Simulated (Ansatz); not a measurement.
ZnO (wurtzite)

Space group P6₃mc (No. 186); a = b = 3.2795 Å, c = 5.2938 Å, α = β = 90.00°, γ = 120.00°

```json
[
 {"atom": "Zn", "site": "2b", "symmetry": "3m.", "x": "0.6667", "y": "0.3333", "z": "0.4979"},
 {"atom": "O", "site": "2b", "symmetry": "3m.", "x": "0.3333", "y": "0.6667", "z": "0.3769"}
]
```

This relaxed cell (volume V₀) is scaled evenly in all directions, its shape held. The atoms relax within the cell's symmetry.

Calculation: PBE (plane waves to 420 eV, PAW, scalar-relativistic; Ansatz, a program for electronic structure). k mesh 12×12×7 (Γ-centred), Fermi-Dirac smearing 0.05 eV. Energies are smeared free energies. Compression counts positive. With the shape held, the modulus is that of even scaling; a crystal free to change shape is softer. ZnO was relaxed with its symmetry unable to fall. The zero of ΔE is the relaxed starting cell.

The scan covers V/V₀ from 0.900 to 1.100 in 11 points.

Problem. What is the fitted pressure derivative B₀′?

Solution. 4.4.

Problem. What bulk modulus at fixed cell shape B₀ follows from a third-order Birch-Murnaghan fit?

Solution. 129 GPa.

(A scan under strain: stresses follow from slopes of the energy per volume, elastic moduli from its curvatures.)
